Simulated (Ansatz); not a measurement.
Data:

YPt₃:
```cif
data_Pt6Y2
_chemical_formula_sum 'Pt6 Y2'
_space_group_name_H-M_alt 'I4/mmm'
_space_group_IT_number 139
_space_group_name_Hall '-I 4 2'
_cell_length_a 4.04739
_cell_length_b 4.04739
_cell_length_c 8.33243
_cell_angle_alpha 90.000
_cell_angle_beta 90.000
_cell_angle_gamma 90.000
loop_
_atom_site_label
_atom_site_type_symbol
_atom_site_symmetry_multiplicity
_atom_site_Wyckoff_symbol
_atom_site_fract_x
_atom_site_fract_y
_atom_site_fract_z
_atom_site_occupancy
Pt1 Pt 2 b 0.00000 0.00000 0.50000 1
Pt2 Pt 4 d 0.00000 0.50000 0.25000 1
Y1 Y 2 a 0.00000 0.00000 0.00000 1
```
(The calculation used a cell of 4 atoms; values per cell refer to that cell.)

This is the PBEsol-relaxed structure.

**Question.** All from the program Ansatz at the PBEsol level (PAW), unless another level is named. Give the bulk modulus (Birch–Murnaghan fit).

**Answer.** 185 GPa.

**Question.** What about the highest zone-centre frequency?

**Answer.** 190 cm⁻¹.

The cell is a constructed one: a structure type filled with these elements; neither database checked (COD, Materials Project) lists it. COD files the formula under space group No. 221. Whether it is the stable phase at ambient conditions was not checked. The PBEsol relaxation kept the symmetry of its start; whether a distortion lowers the energy is not shown. The run is not spin-polarised. As this level gives no gap, phonon frequencies hold no LO–TO term and depend on the k-mesh and smearing (Fermi–Dirac, 0.1 eV here). Spin–orbit coupling is left out wherever it is not named.

Potentials: the earlier of the program's two PAW sets. The files were generated under PBE; for other functionals the program regenerates the frozen cores, and for LDA and PBEsol the local potential too.
